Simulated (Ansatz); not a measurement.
Here is the system:

Starting cell, MoS₂ (space group P6_3/mmc):

```
CELL_PARAMETERS angstrom
      6.25541     0.00000     0.00000
     -1.56385     2.70867     0.00000
      0.00000     0.00000    12.19912
ATOMIC_POSITIONS crystal
  Mo 0.00000 0.00000 0.25000
  Mo 0.50000 0.00000 0.25000
  Mo 0.00000 0.00000 0.75000
  Mo 0.50000 0.00000 0.75000
  S  0.16667 0.66667 0.37714
  S  0.66667 0.66667 0.37714
  S  0.33333 0.33333 0.62286
  S  0.83333 0.33333 0.62286
  S  0.33333 0.33333 0.87714
  S  0.83333 0.33333 0.87714
  S  0.16667 0.66667 0.12286
  S  0.66667 0.66667 0.12286
```

The atoms are displaced by Q × the pattern below (from a DFPT mode at M = (0.5, 0.0, 0.0), largest move 1; Q in Å), at fixed cell. (q is in reciprocal vectors of the primitive cell; the cell shown is doubled to hold the pattern.)

```
atom       x       y      z
----  ------  ------  -----
Mo1   -0.463   0.801  0.000
Mo2    0.463  -0.801  0.000
Mo3    0.463  -0.801  0.000
Mo4   -0.463   0.801  0.000
S5    -0.500   0.866  0.000
S6     0.500  -0.866  0.000
S7    -0.500   0.866  0.000
S8     0.500  -0.866  0.000
S9    -0.500   0.866  0.000
S10    0.500  -0.866  0.000
S11   -0.500   0.866  0.000
S12    0.500  -0.866  0.000
```

Calculation: LDA (plane waves to 420 eV, PAW, scalar-relativistic; Ansatz, a program for electronic structure). k mesh 6×12×3 (Γ-centred), Fermi-Dirac smearing 0.05 eV. The energy includes the smearing's −TS. MoS2 is run without spin polarisation. MoS2 was relaxed with its symmetry unable to fall. The zero of ΔE is the undisplaced structure.

The scan covers Q from -0.280 to 0.280 Å in 13 points.

**Question.** Which space group does the distorted structure have?

**Answer.** Pnma (No. 62), lowered from P6_3/mmc.

**Question.** Is this a single well or a double well?

**Answer.** A single well with its minimum at or next to zero displacement.

**Question.** What is the energy change at Q = 0.280 Å?

**Answer.** 1932 meV/cell.

**Question.** What harmonic wavenumber does the curvature at Q = 0 give?

**Answer.** 156 cm⁻¹.

(A displaced cell: forces are minus the slopes of the energy, force constants its curvatures, and phonons follow from these.)
